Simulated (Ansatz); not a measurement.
Does relaxation matter for the field gradients of ZnO with iodine replacing O?

Start: a supercell of ZnO (wurtzite type, P6_3mc) built from an entry of the Crystallography Open Database (COD), with all atoms left at the host's positions.

Space group P3m1 (No. 156); a = 6.4986, c = 10.4114 Å, γ = 120.00°.

```
site  Wyckoff  site symmetry       x       y       z
 Zn1       3d            .m.  0.8333  0.1667  0.2500
 Zn2       3d            .m.  0.8333  0.1667  0.7500
 Zn7       1b            3m.  0.3333  0.6667  0.2500
 Zn8       1b            3m.  0.3333  0.6667  0.7500
 Zn9       1a            3m.  0.0000  0.0000  0.0000
Zn10       1a            3m.  0.0000  0.0000  0.5000
Zn11       3d            .m.  0.0000  0.5000  0.0000
Zn12       3d            .m.  0.0000  0.5000  0.5000
   I       1a            3m.  0.0000  0.0000  0.1895
 O18       1a            3m.  0.0000  0.0000  0.6895
 O19       3d            .m.  0.0000  0.5000  0.1895
 O20       3d            .m.  0.0000  0.5000  0.6895
 O25       3d            .m.  0.8333  0.1667  0.4395
 O26       3d            .m.  0.8333  0.1667  0.9395
 O31       1b            3m.  0.3333  0.6667  0.4395
 O32       1b            3m.  0.3333  0.6667  0.9395
```

One atom of each set is listed.

All values are calculated (Ansatz; DFT, PBE, plane waves and PAW, scalar-relativistic, 420 eV cutoff, Γ-centred 3×3×2 k-points, Fermi–Dirac smearing 0.01 eV, cell charge +1), not measured.

The largest force at the start is 14 eV/Å. Relaxing the ions at fixed cell moves them by 0.889 Å at most (atom 9, Zn) and 0.231 Å rms.

```
site  moved (Å)                 first shell before                                       first shell after  V_zz before (10²¹ V/m²)  η before
 Zn1      0.385  3 O at 1.97–1.98 Å, 1 I at 1.98 Å  3 O at 1.92–1.94 Å, 1 I at 2.46 Å; also 2 Zn at 2.75 Å                    -2.64      0.32
 Zn2      0.165                 4 O at 1.97–1.98 Å                                      4 O at 1.93–2.02 Å                     0.70      0.18
 Zn7      0.087                 4 O at 1.97–1.98 Å                                      4 O at 1.96–1.98 Å                    -1.05      0.00
 Zn8      0.168                 4 O at 1.97–1.98 Å                                      4 O at 1.95–1.96 Å                     0.60      0.00
 Zn9      0.889       1 I at 1.97 Å, 3 O at 1.98 Å  4 O at 1.96–2.23 Å, 1 I at 2.56 Å; also 3 Zn at 2.71 Å                    -2.08      0.00
Zn10      0.087                 4 O at 1.97–1.98 Å                                      4 O at 1.97–2.00 Å                    0.025      0.00
Zn11      0.042                 4 O at 1.97–1.98 Å                                      4 O at 1.97–2.00 Å                     0.74      0.70
Zn12      0.104                 4 O at 1.97–1.98 Å                                      4 O at 1.93–1.98 Å                    -0.37      0.78
   I      0.297                4 Zn at 1.97–1.98 Å                                     4 Zn at 2.46–2.56 Å                    -2.07      0.00
 O18      0.116                4 Zn at 1.97–1.98 Å                                     5 Zn at 2.00–2.23 Å                     0.37      0.00
 O19      0.034                4 Zn at 1.97–1.98 Å                                     4 Zn at 1.94–2.00 Å                     0.73      0.93
 O20      0.079                4 Zn at 1.97–1.98 Å                                     4 Zn at 1.93–1.96 Å                     0.18      0.39
 O25      0.182                4 Zn at 1.97–1.98 Å                                     4 Zn at 1.92–1.98 Å                     0.72      0.15
 O26      0.148                4 Zn at 1.97–1.98 Å                                     4 Zn at 1.96–1.97 Å                    -0.94      0.69
 O31      0.081                4 Zn at 1.97–1.98 Å                                     4 Zn at 1.94–1.98 Å                    0.066      0.00
```

(1) How do the gradients change?

Answers

(1) 

```
site  V_zz after  η after  change of V_zz
 Zn1        8.20     0.20          +10.84
 Zn2       -3.78     0.53               –
 Zn7        1.90     0.00           +2.95
 Zn8       -1.99     0.00           -2.59
 Zn9        7.39     0.00           +9.47
Zn10        1.76     0.00           +1.73
Zn11        1.85     0.63               –
Zn12       -2.41     0.29           -2.04
   I        8.39     0.00          +10.46
 O18        1.62     0.00           +1.25
 O19        4.64     0.78           +3.91
 O20        1.01     0.63               –
 O25       -2.28     0.87               –
 O26       -3.80     0.94           -2.86
 O31       -0.38     0.00           -0.45
```

The largest change of V_zz along a kept axis is on Zn1, from -2.64 to 8.20. Small gradients that grow severalfold: O18 (0.37 to 1.62), Zn12 (-0.37 to -2.41), O20 (0.18 to 1.01), Zn10 (0.025 to 1.76). Where |V_zz| stays above 0.1 and the axes keep their order, η moves most on Zn12, from 0.78 to 0.29. On Zn1, O19 V_xx and V_yy change places (or their axes turn by over 50°), so the two values of η hide a larger change. V_zz changes sign on Zn1 (same axis), Zn9 (same axis), I (same axis), Zn7 (same axis), Zn8 (same axis), O31 (same axis). On Zn11, O25, Zn2, O20 the largest principal value lies along another axis in the second run, so the two V_zz can't be compared directly. The table leaves out 1 of the 16 sites, with |V_zz| up to 0.31; their tensors move by 0.30 at most along any direction. The statements above cover all sites. The host's own positions weren't relaxed first, so part of the change far from the defect can be the host's relaxation.

The defect repeats with the cell of 32 atoms, so it feels its images: sites between two images don't show the values beside a lone defect, and zeros or small values of η there can come from the images' arrangement. O and Zn carry a gradient in the pure host already, so the values there aren't the defect's effect alone. A uniform background compensates the cell's charge. Without spin–orbit coupling the gradients at and beside I can be off by some per cent, at some sites by more.
Before: With a gap of 0.9 eV on this mesh, small gradients can still move by 0.1 × 10²¹ V/m² or more as the k-mesh gets denser. The cell keeps the host's lattice, where the PBE pressure is 22 GPa (in a charged cell this depends on the convention for the mean potential). The neighbours have not yet relaxed around the defect (largest force 14 eV/Å), so the values at and beside it are those of a strained start, not of the defect in a real crystal.
After: The relaxation keeps the site symmetry 3m of the start, so the impurity can move only along its axis; a start off the site could end lower. With a gap of 0.8 eV on this mesh, small gradients can still move by 0.1 × 10²¹ V/m² or more as the k-mesh gets denser. The cell keeps the host's lattice, where the PBE pressure is 13 GPa (in a charged cell this depends on the convention for the mean potential).
